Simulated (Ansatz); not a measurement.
La:
```
La
1.0
    3.29503     0.00000     0.00000
    0.00000     3.29503     0.00000
    0.00000     0.00000     3.29503
La
1
Direct
  0.00000   0.00000   0.00000
```

Relaxed with r²SCAN. Special points in fractions of this cell's reciprocal vectors: Γ (0.000, 0.000, 0.000); X (0.000, 0.500, 0.000); M (0.500, 0.500, 0.000); R (0.500, 0.500, 0.500).

Question: List the band energies nearest the Fermi level at these points for r²SCAN with spin–orbit coupling (plane waves, PAW; program Ansatz).

Answer: In eV from the Fermi level; about four levels below and three above (degenerate sets whole), none deeper than 8.9 eV; points with the same levels are listed once.

| k | below | above |
|---|---|---|
| Γ | -1.22 -1.22 -1.22 -1.22 | 2.10 2.10 2.12 2.12 2.12 2.12 |
| X | -0.54 -0.54 -0.31 -0.31 | 0.91 0.91 1.59 1.59 |
| M | -2.82 -2.82 | 0.71 0.71 1.61 1.61 |
| R | -1.33 -1.33 -1.33 -1.33 -1.25 -1.25 | 1.28 1.28 2.18 2.18 2.18 2.18 |

Space group Pm-3m (simple cubic). The cell is a constructed one: a structure type filled with these elements; neither database checked (COD, Materials Project) lists it. It is not the phase usual at ambient conditions (space group No. 194). The r²SCAN relaxation kept the symmetry of its start. At this level the phase is dynamically unstable (imaginary phonons).

Potentials: the later of the program's two PAW sets.
